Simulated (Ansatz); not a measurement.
Crystals of one structure type (NiAs type) and one family of elements, relaxed and computed with the program Ansatz at the PBE level (PAW).

| crystal | V (Å³/atom) | B₀ by P(V) fit (GPa) |
|---|---|---|
| BP | 10.33 | 154 |
| BAs | 12.55 | ? |
| AlP | 16.24 | 103 |
| GaP | 17.36 | 84.8 |
| GaSb | 24.48 | 52.9 |
| InSb | 29.32 | 45.7 |

Q: Fit a straight line to ln B₀ against ln V and predict the withheld value.

A: Least squares on the 5 shown rows: ln B₀ = -1.22 × ln V + (7.931), with a scatter of 6.0 %. For BAs this gives 127. The run itself gave 122, a miss of 4.1 % of that.

Constructed cells (a structure type filled with these elements, in neither database checked): BP, NiAs type; GaP, NiAs type. Typed or built starts, not in the databases checked: BAs, NiAs type; AlP, NiAs type; GaSb, NiAs type; InSb, NiAs type. Not the usual ambient phase: BP, NiAs type; BAs, NiAs type; AlP, NiAs type; GaP, NiAs type; GaSb, NiAs type; InSb, NiAs type. All cells were relaxed under the symmetry of their starts (and spin orders); stability against distortions was not tested throughout. Scalar-relativistic: spin–orbit coupling is off unless named, which matters more the heavier the elements.

Potentials: the earlier of the program's two PAW sets.
